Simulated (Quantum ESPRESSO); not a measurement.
# Strain and stress in Ca2ZnMgO4

These are calculations, not measurements. They come from pw.x of Quantum ESPRESSO 7.5, a plane-wave density functional program, with PseudoDojo standard norm-conserving files (v0.5 for PBE, v0.4.1 for LDA and PBEsol). The cells are made up: elements, strain and atom displacements were drawn at random, and nothing was relaxed. There is no spin polarisation, spin-orbit coupling or dispersion term.

The cell has 8 sites of a rocksalt lattice. Sites 1 to 4 hold Ca Zn Mg Ca; sites 5 to 8 hold O O O O. Cell vectors in Å: (4.520, -0.060, -0.073); (-0.060, 4.403, -0.017); (-0.073, -0.017, 4.549). Settings: PBE, cutoff 1143 eV, 4 x 4 x 4 k mesh shifted by half a step, Fermi-Dirac smearing of 0.025 eV.

Each run adds a strain along z to one cell, with the atoms carried along; the vectors above are those of run 4. Stress is positive in tension and P is minus a third of its trace. E is the free energy for each atom above the lowest run shown.

```
run  strain (%)  s_xx (GPa)  s_yy (GPa)  s_zz (GPa)  s_xy (GPa)  P (GPa)  E (meV/atom)
  1       -2.08      -12.18      -18.27      -14.28       -1.66    14.91         24.34
  2       -1.55      -11.68      -17.71      -12.48       -1.68    13.96         19.31
  4       -0.19      -10.46      -16.32       -8.32       -1.74    11.70          9.33
  5        0.48       -9.88      -15.67       -6.49       -1.77    10.68          5.81
  6        2.19       -8.48      -14.09       -2.43       -1.83     8.33          0.44
  7        2.47       -8.26      -13.84       -1.83       -1.84     7.98          0.00
  3       -0.98           ?           ?           ?           ?        ?             ?
```

A rerun of one of these cells at 1437 eV and k mesh 6 x 6 x 6 moved values by no more than 0.002 eV in the cell's energy, 0.04 GPa in stress and 0.006 eV/Å in force.

## Worked fit

A parabola through the six runs shown gives s_zz = -7.79 + 2.79 e - 0.156 e² GPa, with e in per cent and a scatter of 0.02 GPa. The slope is a stiffness of 279 ± 3 GPa for each unit of this strain at e = 0. The atoms are clamped, and relaxing them would in general lower it. The error is the larger of the fit's own and the change that a cubic makes, rounded up.

## Withheld run

Question: what s_zz should run 3 give?

The fit gives -10.67 GPa. The calculation gave -10.66 GPa.

| run | strain (%) | s_xx (GPa) | s_yy (GPa) | s_zz (GPa) | s_xy (GPa) | P (GPa) | E (meV/atom) |
| --- | --- | --- | --- | --- | --- | --- | --- |
| 3 | -0.98 | -11.16 | -17.12 | -10.66 | -1.71 | 12.98 | 14.64 |